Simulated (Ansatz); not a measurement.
**Notes on K2TeCl6**

```
CELL_PARAMETERS angstrom
0.00000 5.19376 5.19376
5.19376 0.00000 5.19376
5.19376 5.19376 0.00000
ATOMIC_POSITIONS crystal
K 0.25000 0.25000 0.25000
K 0.75000 0.75000 0.75000
Te 0.00000 0.00000 0.00000
Cl 0.75320 0.24680 0.24680
Cl 0.24680 0.75320 0.24680
Cl 0.24680 0.75320 0.75320
Cl 0.75320 0.24680 0.75320
Cl 0.24680 0.24680 0.75320
Cl 0.75320 0.75320 0.24680
```

The numbers come from plane-wave PAW DFT (Ansatz): r2SCAN, no spin polarisation, 500 eV, 5×5×5 Γ-centred k points, gaussian occupations (width 0.0409 eV). Nothing was relaxed.

Stress: The pressure is -1.0 GPa (compression positive), so with the atoms held at these fractions the cell would first shrink.
Formation energy: -1.44 eV an atom against the elements' usual phases (free molecules for gases, crystals otherwise, with no correction for O₂ or N₂), so it is bound against them; other compounds may still compete. Relaxing would lower it.
Electronic structure: The gap is 2.79 eV, indirect (the least direct gap found is 3.00 eV). A semilocal functional usually gives too small a gap.
Band edges: Within 0.7 eV of the edges, the states project mainly on Cl p (82 %) and Te s (17 %) below the gap and on Te p (54 %) and Cl p (39 %) above it.
Charges: Bader charges in e: K +0.91, Te +1.81, Cl -0.61. In the mean Te gives up most and Cl takes most.
Contacts: Te–Cl at 2.56 Å: least valence density 0.47 e/Å³ and ELF 0.49 there. K–Cl at 3.67 Å: least valence density 0.03 e/Å³ and ELF 0.01 there, so no covalent bond. These are pseudo-fields; inside the PAW spheres they differ from the all-electron ones.
Forces: The largest is on Cl4 (and as large on other atoms): 0.11 eV/Å, components (-0.11, 0.00, 0.00). It makes 0° with the line to a nearest neighbour, Te3 at 2.56 Å, pointing towards it.

Origin: a known structure type with other elements, at an estimated volume, so it need not be a known compound. Caveats: no spin-orbit coupling, which can shift this gap by tenths of an eV.
